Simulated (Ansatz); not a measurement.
A: W (bcc, W type), a = b = c = 3.1835 Å, α = β = γ = 90.00°
B: Nb3Sn (A15, Cr3Si type), a = b = c = 5.319 Å, α = β = γ = 90.00°
C: ZnSe (zinc blende), a = b = c = 5.733 Å, α = β = γ = 90.00°

Scan: energy against volume (even scaling of the relaxed cell, symmetry kept). One method and one kind of scan serve all of them; meshes and ranges differ. All were relaxed with their symmetry unable to fall. Nb3Sn is run without spin polarisation. Spin-orbit coupling is left out. W is run without spin polarisation.

Order them by bulk modulus (fitted) (lowest first) at the level PBE (plane waves to 420 eV, PAW, scalar-relativistic; Ansatz, a quantum-chemistry and plane-wave program).

C (56.6 GPa), B (161 GPa), A (304 GPa)

(Under strain, the slope of the energy per volume gives the stress and its curvature an elastic modulus.)
